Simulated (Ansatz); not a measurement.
**What strain does to TiO2 (rutile)**

Rutile TiO2, relaxed with r2SCAN in the PAW code Ansatz. It is tetragonal, P4_2/mnm (No. 136); conventional cell a = 4.597 Å, c = 2.953 Å, 10.40 Å³ an atom. Around Ti lie 6 O at 1.95–1.98 Å and 2 Ti at 2.95 Å; around O lie 3 Ti at 1.95–1.98 Å.

The axes x, y and z are those of this cell:
```
CELL_PARAMETERS angstrom
4.59685 0.00000 0.00000
0.00000 4.59685 0.00000
0.00000 0.00000 2.95349
ATOMIC_POSITIONS crystal
Ti 0.00000 0.00000 0.00000
Ti 0.50000 0.50000 0.50000
O 0.30464 0.30464 0.00000
O 0.19536 0.80464 0.50000
O 0.80464 0.19536 0.50000
O 0.69536 0.69536 0.00000
```

Unstrained: With PBE the gap is 1.888 eV and direct, at Γ. A second conduction valley, at M, lies only 38 meV higher, so their order isn't settled. With r2SCAN the gap is 2.221 eV and direct, at Γ. A second conduction valley, at M, lies only 40 meV higher, so their order isn't settled. With HSE06 the gap is 3.384 eV and direct, at Γ. A second conduction valley, at M, lies only 23 meV higher, so their order isn't settled. Meshes: PBE 6×6×8, r2SCAN 6×6×8, HSE06 4×4×6. Strains are changes of length per length. After each strain the atoms were relaxed again with r2SCAN within the symmetry that the strain leaves, so tilts or polar shifts that break it weren't tested; points keep the names that they have in the unstrained zone. Calculated for a static, non-magnetic cell.

Changes of the least gap in eV (an overlap counts as a negative gap):

| strain | volume change (%) | space group | PBE | r2SCAN | HSE06 | energy rise, r2SCAN (meV/atom) |
| --- | --- | --- | --- | --- | --- | --- |
| uniaxial -4.0 % along z | -4.0 | P4_2/mnm | +0.074 | +0.079 | +0.055 | 29.2 |
| uniaxial -3.0 % along z | -3.0 | P4_2/mnm | +0.062 | +0.066 | +0.055 | 16.1 |
| uniaxial -2.0 % along z | -2.0 | P4_2/mnm | +0.044 | +0.047 | +0.044 | 7.0 |
| uniaxial -1.0 % along z | -1.0 | P4_2/mnm | +0.023 | +0.025 | +0.023 | 1.7 |
| uniaxial +1.0 % along z | +1.0 | P4_2/mnm | -0.029 | -0.030 | -0.028 | 1.6 |
| uniaxial +2.0 % along z | +2.0 | P4_2/mnm | -0.058 | -0.060 | -0.057 | 6.4 |
| uniaxial +3.0 % along z | +3.0 | P4_2/mnm | -0.088 | -0.092 | -0.088 | 14.1 |
| uniaxial +4.0 % along z | +4.0 | P4_2/mnm | -0.119 | -0.125 | -0.126 | 24.6 |

Uniaxial -4.0 % along z, other directions held. HSE06: the gap goes from 3.384 to 3.439 eV (+0.055 eV); the edges move from Γ to Γ → M; least and direct gap lie within 0.04 eV, so its kind isn't settled. Stress change with r2SCAN, compression positive: xx +7.13, yy +7.13, zz +23.31 GPa.

Uniaxial -3.0 % along z, other directions held. HSE06: the gap goes from 3.384 to 3.439 eV (+0.055 eV); the edges move from Γ to Γ → M; least and direct gap lie within 0.04 eV, so its kind isn't settled. Stress change with r2SCAN, compression positive: xx +5.24, yy +5.24, zz +16.97 GPa.

Uniaxial -2.0 % along z, other directions held. HSE06: the gap goes from 3.384 to 3.428 eV (+0.044 eV). Stress change with r2SCAN, compression positive: xx +3.42, yy +3.42, zz +10.98 GPa.

Uniaxial -1.0 % along z, other directions held. HSE06: the gap goes from 3.384 to 3.407 eV (+0.023 eV). Stress change with r2SCAN, compression positive: xx +1.67, yy +1.67, zz +5.32 GPa.

Uniaxial +1.0 % along z, other directions held. HSE06: the gap goes from 3.384 to 3.356 eV (-0.028 eV). Stress change with r2SCAN, compression positive: xx -1.63, yy -1.63, zz -5.03 GPa.

Uniaxial +2.0 % along z, other directions held. HSE06: the gap goes from 3.384 to 3.327 eV (-0.057 eV). Stress change with r2SCAN, compression positive: xx -3.19, yy -3.19, zz -9.73 GPa.

Uniaxial +3.0 % along z, other directions held. HSE06: the gap goes from 3.384 to 3.296 eV (-0.088 eV). Stress change with r2SCAN, compression positive: xx -4.70, yy -4.70, zz -14.12 GPa.

Uniaxial +4.0 % along z, other directions held. HSE06: the gap goes from 3.384 to 3.258 eV (-0.126 eV); the edges move from Γ to Γ → R; least and direct gap lie within 0.04 eV, so its kind isn't settled. Stress change with r2SCAN, compression positive: xx -6.16, yy -6.16, zz -18.22 GPa.

The meshes of the hybrids are coarse, so their gaps aren't converged to the digits shown.
